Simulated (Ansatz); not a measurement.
Put MgCd2Te3 in Immm (No. 71): Mg on 2d; Cd on 4j; Te on 4h and 2a.

Level of theory: DFT PBE, scalar-relativistic, plane waves, PAW in Ansatz 0.2.0. Cutoff 420 eV, Γ-centred mesh, Gaussian smearing, no spin polarisation.

Formation energies are uncorrected and refer to the elements' standard structures at the same level.

Q: Predict the relaxed structure.

A:

Space group Immm (No. 71). a = 4.657 Å, b = 8.913 Å, c = 9.480 Å, α = 90.00°, β = 90.00°, γ = 90.00°
```json
{"atom": "Mg", "site": "2d", "symmetry": "mmm", "x": "0.5000", "y": "0.0000", "z": "0.5000"}
{"atom": "Cd", "site": "4j", "symmetry": "mm2", "x": "0.5000", "y": "0.0000", "z": "0.8048"}
{"atom": "Te", "site": "4h", "symmetry": "m2m", "x": "0.0000", "y": "0.8126", "z": "0.5000"}
{"atom": "Te", "site": "2a", "symmetry": "mmm", "x": "0.0000", "y": "0.0000", "z": "0.0000"}
```

Around Mg lie 4 Te at 2.87 Å and 2 Cd at 2.89 Å; around Cd lie 1 Mg at 2.89 Å, 2 Te at 2.97 Å and 2 Te at 3.34 Å; Te on a site of symmetry m2m has 2 Mg at 2.87 Å, 1 Te at 3.34 Å, 2 Cd at 3.34 Å and 2 Te at 3.63 Å; around Te on a site of symmetry mmm lie 4 Cd at 2.97 Å and 4 Te at 3.63 Å. Another local minimum with the same sites may exist.

Q: And its energy and gap?

A: The formation energy is −0.02 eV/atom and the gap on the 10×10×10 mesh of the 6-atom cell is 0 eV (a metal). The formation energy is too near zero to say whether this cell lies below the elements.

The last run used Gaussian smearing of 0.10 eV. The k mesh leaves some 4 meV/atom of noise in the energy of each metallic cell. These runs have no spin–orbit coupling, which can matter for Te. The reference form of Te is held partly by dispersion forces, which this level lacks. A structure relaxed within its symmetry needn't be a true minimum.
